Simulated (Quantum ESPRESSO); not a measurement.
# Planted mistakes on one cell of B2SiN2O2

The results below are calculated, not measured. They come from pw.x of Quantum ESPRESSO 7.5, a plane-wave density functional program, with PseudoDojo standard norm-conserving files (v0.5 for PBE, v0.4.1 for LDA and PBEsol). The cells are made up: elements, strain and atom displacements were drawn at random, and nothing was relaxed. There is no spin polarisation, spin-orbit coupling or dispersion term.

The cell has 8 sites of a wurtzite lattice (rectangular cell). Sites 1 to 4 hold B Si B empty; sites 5 to 8 hold N O O N. Cell vectors in Å: (2.659, 0.000, 0.000); (0.000, 4.606, 0.000); (0.000, 0.000, 4.343). Settings: PBE, cutoff 1143 eV, 7 x 4 x 4 k mesh shifted by half a step, Fermi-Dirac smearing of 0.025 eV.

The intended run has a self-consistency threshold of 1e-07 eV, a smearing term of 0.000 eV, a pressure of 11.02 GPa and 12 iterations. Each further run changes one thing: all lengths scaled by 0.9940; atoms of sites 1 and 6 exchanged; cutoff 580 eV; files of LDA; k mesh 2 x 2 x 2; one electron removed; smearing 0.33 eV; threshold 0.2 eV. A coarse mesh keeps the shift, and a charged cell sits in a uniform background.

```
run  change of free energy (eV)  smearing term -TS (eV)  change of P (GPa)  largest change of a force component (eV/Å)  iterations
  A                       5.447                   0.000             -57.73                                       0.204          11
  B                       0.083                   0.000               5.57                                       0.287          11
  C                       0.021                   0.000               1.91                                       0.135           5
  D                      -0.859                   0.000              -1.32                                       0.557          11
  E                      -0.018                  -0.082               0.36                                       0.092          11
  F                      15.534                  -0.004              60.04                                       9.353          14
  G                      -9.724                  -0.006             -43.52                                       1.987          13
  H                      -0.997                   0.000             -13.01                                       0.381          12
```

A rerun of the intended cell at 1437 eV and k mesh 9 x 6 x 6 moved values by no more than 0.002 eV in the cell's energy, 0.03 GPa in stress and 0.003 eV/Å in force.

Question: which change belongs to which run?

## Worked reading

Run C has the fewest iterations, as a run stopped early does. Run E has the largest smearing term, as wide smearing gives. Run A has a higher energy and the largest fall in pressure, as too small a basis gives. Run B changes the volume by a factor of 0.9821; minus its pressure change over the logarithm of that factor, 308 GPa, is a rough bulk modulus with clamped atoms. Energies from files of another functional, or of a charged cell, have another zero and say nothing on stability; the pressure of a charged cell rests on the program's zero of potential too.

## Key

```
run                            change
  A                     cutoff 580 eV
  B      all lengths scaled by 0.9940
  C                  threshold 0.2 eV
  D                  k mesh 2 x 2 x 2
  E                  smearing 0.33 eV
  F  atoms of sites 1 and 6 exchanged
  G              one electron removed
  H                      files of LDA
```